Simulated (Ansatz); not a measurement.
Question: Each is relaxed and computed with DFT-r²SCAN in the program Ansatz with PAW potentials. Which is the only one with a gap?
A) TiAs, CsCl type
B) TiSi2, Fddd (Ti on 8b, Si on 16f)
C) TiSi, Pnma (Ti on 4c, Si on 4c)
D) TiO2, C2/m (Pearson symbol mS24)

Answer: D, TiO2, C2/m (Pearson symbol mS24). TiO2: gap 3.20 eV (indirect); TiAs: metal; TiSi2: metal; TiSi: metal. Constructed cells (a structure type filled with these elements, in neither database checked): TiAs, CsCl type. Not the usual ambient phase: TiO2, C2/m (Pearson symbol mS24). Standing as an ambient phase not checked: TiSi, Pnma (Ti on 4c, Si on 4c). Unstable at this level: TiAs, CsCl type. All cells were relaxed under the symmetry of their starts (and spin orders); stability against distortions was not tested throughout. Rows with no word on spin ran without spin polarisation. Scalar-relativistic: spin–orbit coupling is off unless named, which matters more the heavier the elements.

Potentials: the earlier of the program's two PAW sets.
